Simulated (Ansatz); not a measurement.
Cu Kα1 powder pattern (kinematic, no thermal factors).
| 2θ (°) | relative intensity |
| --- | --- |
| 13.62 | 10 |
| 20.88 | 10 |
| 27.45 | 3 |
| 28.59 | 6 |
| 32.55 | 1 |
| 33.56 | 2 |
| 37.23 | 2 |
| 38.14 | 2 |
| 39.83 | 100 |
| 39.88 | 50 |
| 40.05 | 98 |
| 40.05 | 49 |
| 41.52 | 2 |
| 41.69 | 1 |
| 42.49 | 2 |
| 46.10 | 1 |
| 46.12 | 1 |
| 49.10 | 1 |
| 49.23 | 1 |
| 53.22 | 1 |
| 55.82 | 1 |
| 57.71 | 17 |
| 57.80 | 33 |
| 59.71 | 1 |
| 72.16 | 8 |
| 72.23 | 17 |
| 72.56 | 17 |
| 72.60 | 17 |
| 72.67 | 17 |
| 72.75 | 8 |
| 72.75 | 17 |
| 85.87 | 11 |
| 86.02 | 6 |
| 86.44 | 11 |
| 86.44 | 5 |

The pattern is computed from a structure relaxed with Ansatz 0.2.0, DFT PBE, scalar-relativistic, plane waves, PAW. No spin polarisation. Its elements are Mo, Ta.

Give the structure.

TaMo4.
Space group C2/m (No. 12). a = 13.117 Å, b = 4.499 Å, c = 2.775 Å, α = 90.00°, β = 98.00°, γ = 90.00°
| atom | site | symmetry | x | y | z |
| --- | --- | --- | --- | --- | --- |
| Ta | 2c | 2/m | 0.0000 | 0.0000 | 0.5000 |
| Mo | 4i | m | 0.8980 | 0.5000 | 0.0946 |
| Mo | 4i | m | 0.7991 | 0.0000 | 0.7045 |

A pattern alone doesn't exclude other cells with like lines; this is the one computed.

The structure comes from a generated guess; another structure or a mixture of phases may lie lower.
